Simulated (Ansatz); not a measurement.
# KPrBr4: a bulk modulus from differences

It was reached by relaxing an invented guess, and it needn't be the stable form of this composition.

Computed with DFT PBE, scalar-relativistic, plane waves, PAW, and for the lanthanide a 4f-in-core norm-conserving potential (Ansatz 0.2.0). Cutoff 660 eV, Γ-centred 6×6×4 mesh (6-atom cell), Gaussian smearing of 0.02 eV, no spin polarisation.

```xyz
6
Lattice="5.1493 0.0000 0.0000 0.0000 5.1493 0.0000 0.0000 0.0000 7.8832" Properties=species:S:1:pos:R:3 pbc="T T T"
K     2.5746    2.5746    3.9416
Pr    0.0000    0.0000    0.0000
Br    2.5746    0.0000    6.1361
Br    0.0000    2.5746    1.7471
Br    2.5746    0.0000    1.7471
Br    0.0000    2.5746    6.1361
```

The cell was set to several volumes, with shape and atoms relaxed at each where symmetry leaves them free. Pressure is positive in compression, and energies count from the lowest row.

| row | V (Å³/atom) | P (GPa) | ΔE (meV/atom) | gap on mesh (eV) |
| --- | --- | --- | --- | --- |
| 1 | 30.657 | 3.94 | 45.2 | 2.62 |
| 2 | 31.702 | 2.67 | 23.8 | 2.63 |
| 3 | 32.747 | ? | ? | ? |
| 4 | 33.792 | 0.75 | 2.4 | 2.65 |
| 5 | 34.837 | 0.02 | 0.0 | 2.66 |
| 6 | 35.882 | -0.60 | 1.9 | 2.66 |
| 7 | 36.927 | -1.10 | 7.4 | 2.66 |
| 8 | 38.321 | -1.64 | 19.3 | 2.65 |

Question: Find B = −V·ΔP/ΔV from rows 4 and 6 and from rows 1 and 2, and from the two its slope B′ and its value B0 at zero pressure.

Answer: Rows 4 and 6 give −(33.792 + 35.882)/2 × (-0.60 − (0.75))/(35.882 − 33.792) = 22.5 GPa at a mean pressure of 0.08 GPa. Rows 1 and 2 give −(30.657 + 31.702)/2 × (2.67 − (3.94))/(31.702 − 30.657) = 37.9 GPa at a mean pressure of 3.30 GPa. So B′ = (37.9 − 22.5)/(3.30 − (0.08)) = 4.78 and B0 = 22.5 − 4.78 × (0.08) = 22.1 GPa. A third-order Birch–Murnaghan fit to all the energies gives B0 = 21.9 GPa and B′ = 5.2.

Question: Estimate the pressure and energy of row 3.

Answer: From row 5, V0 = 34.837 × (1 + (0.02)/22.1) = 34.869 Å³/atom. Murnaghan's form P = (B0/B′)·[(V0/V)^B′ − 1] gives (22.1/4.78) × [(34.869/32.747)^4.78 − 1] = 1.62 GPa; the computed pressure is 1.62 GPa, so the estimate is off by 0.00 GPa. The work of compression from row 4, with the mean of the two pressures, gives ΔE = 2.4 + (1.62 + 0.75)/2 × (33.792 − 32.747)/160.2 × 1000 = 10.1 meV/atom (1 eV/Å³ = 160.2 GPa); the computed value is 10.0 meV/atom.

Question: Fit the gap against pressure through the other rows and estimate it at the computed pressure of row 3.

Answer: Over the 7 rows the mean pressure is 0.5771 GPa and the mean gap is 2.647 eV. The sums of products of deviations are S_xx = 25.14 and S_xy = -0.1769, so the slope is -0.1769/25.14 = -0.007037 (r = -0.90, rms misfit 0.01 eV). At 1.62 GPa the line gives 2.647 + (-0.007037) × (1.62 − 0.5771) = 2.64 eV. The computed value is 2.64 eV, so the line is off by 0.00 eV, less than the largest miss among the fitted rows (0.01 eV). The rows follow a line poorly: the gap bends, or the lowest transition changes along the series.

Kohn–Sham gaps at this level usually fall short of measured ones. All volumes keep the k mesh of the relaxed cell. A later test with randomly moved atoms came back to the same energy, though modes that don't fit the test's cell weren't probed.

The lanthanide is trivalent by construction, without f bands, f moments or other valences.
